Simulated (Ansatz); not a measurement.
Trial structure of NaCuH3, not yet relaxed:

```cif
data_structure
_symmetry_space_group_name_H-M 'P6_3/mmc'
_symmetry_Int_Tables_number 194
_cell_length_a 6.0544
_cell_length_b 6.0544
_cell_length_c 5.0857
_cell_angle_alpha 90.000
_cell_angle_beta 90.000
_cell_angle_gamma 120.000
_cell_volume 161.45
loop_
_atom_site_label
_atom_site_type_symbol
_atom_site_symmetry_multiplicity
_atom_site_Wyckoff_symbol
_atom_site_fract_x
_atom_site_fract_y
_atom_site_fract_z
_atom_site_occupancy
Na1 Na 2 d 0.33333 0.66667 0.75000 1
Cu1 Cu 2 a 0.00000 0.00000 0.00000 1
H1 H 6 h 0.83333 0.66667 0.75000 1
```

The calculation used Ansatz 0.2.0, DFT PBE, scalar-relativistic, plane waves, PAW. Settings: cutoff 420 eV, Γ-centred mesh 3×3×4 on the computed 10-atom cell, Gaussian smearing of 0.10 eV; no spin polarisation.

The zero of energy is the elements' standard structures at the same level (H₂ as a molecule); no fitted shifts are applied.

Question: Estimate its pressure, forces and energy as it stands.

Answer: The pressure is -10.9 GPa (the mean over three directions, positive in compression), the largest force is 1.31 eV/Å, and the energy is +0.43 eV/atom against the elements. The shortest distance is 2.16 Å.

Question: Is it a good guess?

Answer: A rough one: relaxing gains about 0.39 eV/atom (the start's value is from the coarse mesh, so the gain is rough) in 13 ionic steps and ends at +0.04 eV/atom on the finer mesh. The symmetry stays P6_3/mmc (No. 194). The end has the hexagonal perovskite (2H) type. The volume per atom shrinks by 35.8 %, from 16.1 to 10.4 Å³. The shortest distance goes from 2.16 Å (Cu–H) to 1.74 Å (Cu–H). Conventional cell: a = 5.075 Å, c = 4.643 Å. Na has 6 H at 2.54 Å, 6 H at 2.84 Å and 6 Cu at 3.15 Å; Cu is surrounded by 6 H at 1.74 Å, 2 Cu at 2.32 Å and 6 Na at 3.15 Å; H has 2 Cu at 1.74 Å, 2 H at 2.26 Å, 2 Na at 2.54 Å, 4 H at 2.66 Å, 2 H at 2.82 Å and 2 Na at 2.84 Å.

The last run used a 9×9×8 mesh (in the run's order of axes) for its 10-atom cell and Gaussian smearing of 0.10 eV. The k mesh leaves some 4 meV/atom of noise in the energy of each metallic cell. With hydrogen, zero-point motion can shift formation energies by some tens of meV/atom. The relaxation can't lower the symmetry of the start, and the grade says only how near the guess is to its own end. Symmetry constrained the relaxation, so the result can be a saddle point.
